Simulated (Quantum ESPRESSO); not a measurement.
For atom 5 (O) of ZrO2 in Pca2₁, PBE PAW (JTH datasets; density from pw.x of a modified build of Quantum ESPRESSO, gradients reconstructed from it by a script) gives this field-gradient tensor in Cartesian axes (atomic units, 1 a.u. = 9.7174×10²¹ V/m²):

```
 0.0367  -0.1415   0.0557
-0.1415   0.0608  -0.0494
 0.0557  -0.0494  -0.0975
```

The geometry is a computed Materials Project entry, not a measured one. It is ZrO2 in Pca2₁; whether this form has been observed was not checked. Stability against distortions was not tested. The run has no spin polarisation.  Cores are frozen. Against all-electron runs on small test molecules, this scheme's |Vzz| missed by −2 to +6 % on O. Zr had no test against all-electron runs.

### Question
Find the principal values, η_Q, |C_Q|, ν_Q and P_Q for ¹⁷O (I = 5/2, |Q| = 0.0256 barn), and the second-order MAS shift at 18.8 T.

### Answer
Eigenvalues (principal values) by size: Vxx = -0.0910, Vyy = -0.1177, Vzz = 0.2087 a.u. (they sum to zero).
η_Q = (Vxx − Vyy)/Vzz = 0.13.
|C_Q| = 234.96 MHz × |Q|/barn × |Vzz|/a.u. = 234.96 × 0.0256 × 0.2087 = 1.26 MHz.
Quadrupole frequency ν_Q = 3C_Q/[2I(2I − 1)] = 0.188 MHz, and P_Q = C_Q(1 + η²/3)^½ = 1.26 MHz.
At 18.8 T the Larmor frequency is ν0 = 108.6 MHz, and the second-order shift of the central transition's centre of gravity under MAS is −(3/40)(P_Q/ν0)²[I(I + 1) − 3/4]/[I²(2I − 1)²] × 10⁶ = -0.8 ppm.
